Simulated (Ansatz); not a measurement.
## Calculated quadrupolar parameters for CsPbBr₃

The cell is a diffraction structure from the COD, ions relaxed with PBE at fixed cell.

```
Cs Pb Br
1.0
     8.24400    0.00000    0.00000
     0.00000   11.73510    0.00000
     0.00000    0.00000    8.19820
Cs Pb Br
4 4 12
Direct
  0.56261 0.25000 0.01398
  0.93739 0.75000 0.51398
  0.06261 0.25000 0.48602
  0.43739 0.75000 0.98602
  0.00000 0.50000 0.00000
  0.50000 0.50000 0.50000
  0.50000 0.00000 0.50000
  0.00000 0.00000 0.00000
  0.30133 0.46024 0.19797
  0.19867 0.53976 0.69797
  0.80133 0.03976 0.30203
  0.69867 0.96024 0.80203
  0.69867 0.53976 0.80203
  0.80133 0.46024 0.30203
  0.19867 0.96024 0.69797
  0.30133 0.03976 0.19797
  0.00444 0.75000 0.07661
  0.49556 0.25000 0.57661
  0.50444 0.75000 0.42339
  0.99556 0.25000 0.92339
```

Sites (sets of like atoms) are named by element and the number of their first atom in this list.

Level of theory: DFT, r2SCAN, plane waves and PAW, scalar-relativistic, 500 eV cutoff, Γ-centred 4×3×4 k-points, Fermi–Dirac smearing 0.02 eV (Ansatz 0.2.0).

V_zz is the principal component of the electric field gradient with the largest magnitude, η = (V_xx − V_yy)/V_zz and C_Q = eQV_zz/h.

¹³³Cs: I = 7/2, Q = -3.430 mb; ⁷⁹Br: I = 3/2, Q = 308.7 mb. Nuclear quadrupole moments: year-2017 set (Pyykkö).

(1) What field gradients does the calculation give at each kind of site?

## Answers

(1) 

```csv
site,atoms (order as listed),first shell,"V_xx, V_yy, V_zz (10²¹ V/m²)",η,C_Q (MHz)
Cs,"1, 2, 3, 4",8 Br at 3.61–3.98 Å,"0.10, 2.27, -2.37",0.91,0.197
Pb,"5, 6, 7, 8",6 Br at 3.00–3.01 Å,"-0.19, -0.66, 0.85",0.55,–
Br9,"9, 10, 11, 12, 13, 14, …","2 Pb at 3.00–3.01 Å, angle 151°","-9.19, -9.34, 18.53",0.01,138
Br17,"17, 18, 19, 20","2 Pb at 3.00 Å, angle 156°","-8.51, -10.86, 19.37",0.12,145
```

At Br9 and Br17 V_zz runs parallel to the line that joins its two neighbours (within 2°) in each case.

Pb has no stable isotope with a ground-state quadrupole moment in the table, so no C_Q is given.

Spin–orbit coupling is left out, which shifts gradients on Pb by a few per cent, and by more where contributions nearly cancel.

The run took 4.6 min of wall time (9 min of CPU time) and 3.6 GiB at its peak, on 2 threads of Arm Neoverse N1 (aarch64; 8 cores open to the job, memory cap 5.0 GiB, no GPU), a shared host with a load of 0.8 a core.
